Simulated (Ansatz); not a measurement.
**MnHg (P4/mmm): the volume from the results**

```yaml
crystal:
  lattice:
    - [3.28800, 0.00000, 0.00000]
    - [0.00000, 3.28800, 0.00000]
    - [0.00000, 0.00000, 3.31300]
  atoms:
    - { symbol: Mn, position: [0.50000, 0.50000, 0.50000] }
    - { symbol: Hg, position: [0.00000, 0.00000, 0.00000] }
```

The reference geometry is a structure as deposited in COD; nothing is relaxed.

Settings: PBE, 12×12×12 k mesh, Fermi–Dirac smearing of 0.05 eV. PAW means Ansatz 0.2.0 on its default frozen-core files. Site moments are integrated in spheres about the atoms. Start moments (μB): Mn1 4.

The cell is scaled evenly, and every run starts from the same moments. Some of the runs:

```json
{"V/V₀": "0.74", "cell moment (μB)": "2.76", "largest site moment (μB)": "2.72", "F − F(V₀) (meV/atom)": "597"}
{"V/V₀": "0.8", "cell moment (μB)": "3.11", "largest site moment (μB)": "3.08", "F − F(V₀) (meV/atom)": "318"}
{"V/V₀": "0.92", "cell moment (μB)": "3.67", "largest site moment (μB)": "3.63", "F − F(V₀) (meV/atom)": "50"}
```

Task: Another run of the series gave cell moment (μB) = 2.42, largest site moment (μB) = 2.35, F − F(V₀) (meV/atom) = 1248. At which V/V₀ was it made?
A. 1.04
B. 0.86
C. 0.66
D. 1.1
E. 0.96
F. 1.25

Result: C. V/V₀ = 0.66.

Task: Another run of the series gave cell moment (μB) = 4.05, largest site moment (μB) = 4.03, F − F(V₀) (meV/atom) = 17. At which V/V₀ was it made?
A. 0.86
B. 0.66
C. 1.04
D. 0.96
E. 1.25
F. 1.1

Result: F. V/V₀ = 1.1.

The whole series:

```json
{"V/V₀": "0.66", "cell moment (μB)": "2.42", "largest site moment (μB)": "2.35", "F − F(V₀) (meV/atom)": "1248"}
{"V/V₀": "0.74", "cell moment (μB)": "2.76", "largest site moment (μB)": "2.72", "F − F(V₀) (meV/atom)": "597"}
{"V/V₀": "0.8", "cell moment (μB)": "3.11", "largest site moment (μB)": "3.08", "F − F(V₀) (meV/atom)": "318"}
{"V/V₀": "0.86", "cell moment (μB)": "3.40", "largest site moment (μB)": "3.37", "F − F(V₀) (meV/atom)": "147"}
{"V/V₀": "0.92", "cell moment (μB)": "3.67", "largest site moment (μB)": "3.63", "F − F(V₀) (meV/atom)": "50"}
{"V/V₀": "0.96", "cell moment (μB)": "3.74", "largest site moment (μB)": "3.72", "F − F(V₀) (meV/atom)": "16"}
{"V/V₀": "1", "cell moment (μB)": "3.88", "largest site moment (μB)": "3.85", "F − F(V₀) (meV/atom)": "0"}
{"V/V₀": "1.04", "cell moment (μB)": "3.95", "largest site moment (μB)": "3.93", "F − F(V₀) (meV/atom)": "-2"}
{"V/V₀": "1.1", "cell moment (μB)": "4.05", "largest site moment (μB)": "4.03", "F − F(V₀) (meV/atom)": "17"}
{"V/V₀": "1.25", "cell moment (μB)": "4.23", "largest site moment (μB)": "4.23", "F − F(V₀) (meV/atom)": "134"}
```

Under strong compression frozen cores are worth checking against an all-electron run. The Ansatz runs typed with the search for lower states off end where their start leads. Spin–orbit coupling is left out although heavy atoms are present. None of this fixes the real material's magnetic order: only patterns that fit the cell were computed, at zero temperature, with a functional that can overstate moments.
